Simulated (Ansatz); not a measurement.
Here is the system:

GeRh:
```cif
data_Ge4Rh4
_chemical_formula_sum 'Ge4 Rh4'
_space_group_name_H-M_alt 'P213'
_space_group_IT_number 198
_space_group_name_Hall 'P 2ac 2ab 3'
_cell_length_a 4.90387
_cell_length_b 4.90387
_cell_length_c 4.90387
_cell_angle_alpha 90.000
_cell_angle_beta 90.000
_cell_angle_gamma 90.000
loop_
_atom_site_label
_atom_site_type_symbol
_atom_site_symmetry_multiplicity
_atom_site_Wyckoff_symbol
_atom_site_fract_x
_atom_site_fract_y
_atom_site_fract_z
_atom_site_occupancy
Ge1 Ge 4 a 0.83385 0.83385 0.83385 1
Rh1 Rh 4 a 0.11770 0.11770 0.11770 1
```

This is the r²SCAN-relaxed structure.

Problem. All from r²SCAN (plane waves, PAW; program Ansatz), unless another level is named. Predict the electronic character.

Solution. metallic (no gap).

Problem. Predict the formation energy from the elements (no fitted shifts).

Solution. -0.49 eV/atom.

Problem. And the density of states at the Fermi level?

Solution. 0.11 states/eV per atom (mean over ±0.08 eV).

Problem. What about the gap with spin–orbit coupling?

Solution. none (metallic).

Space group P2_13. The workflow started from a Materials Project entry (that database holds measured and hypothetical structures alike); the Crystallography Open Database copy checked does not list it. COD files the formula under space group No. 62, so this cell is another polymorph or a model. Whether it is the stable phase at ambient conditions was not checked. The r²SCAN relaxation kept the symmetry of its start; whether a distortion lowers the energy is not shown. No spin polarisation was allowed. The references are the lowest solids computed at this level, not always the standard phases. Scalar-relativistic: spin–orbit coupling is off unless named, which matters more the heavier the elements.

Potentials: the later of the program's two PAW sets.
